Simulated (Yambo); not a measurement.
```
CELL_PARAMETERS angstrom
     -1.95097     1.95097     6.32505
      1.95097    -1.95097     6.32505
      1.95097     1.95097    -6.32505
ATOMIC_POSITIONS crystal
  S  0.64101 0.64101 0.00000
  S  0.35899 0.35899 0.00000
  Cu 0.75000 0.25000 0.50000
  Cu 0.25000 0.75000 0.50000
  Ba 0.00000 0.00000 0.00000
```

BaCu2S2 (space group I4/mmm, No. 139): mean Im ε in 1 eV windows above the direct gap of 1.13 eV, for different electron-hole kernels (Yambo, broadening 0.15 eV, norm-conserving LDA (Quantum ESPRESSO, 92 Ry, no spin-orbit coupling) bands; 6×6×6 mesh, 12 valence and 5 conduction bands, static screening with 65 bands and a 3 Ry block, scissor 0.71 eV, Tamm-Dancoff; field along x).

```
window (eV)  independent quasiparticles  BSE
-----------  --------------------------  ---
1.1 to 2.1                          5.6  5.0
2.1 to 3.1                          4.6  6.7
3.1 to 4.1                          7.1  6.8
```

This run doesn't resolve bound excitons or single peaks, so only averages are given, and they too depend on the mesh; weight that the attraction moves below the gap isn't listed. All transitions below 5.04 eV are in the band window. The scissor comes from a G0W0 run whose convergence isn't established.

The filled Cu 3d shell has no Hubbard U; semilocal functionals place it too high.

Geometry of the Materials Project entry, not relaxed at this level.

The structure is a Materials Project entry; no match was found in the copy of COD used, and its stability was not checked.
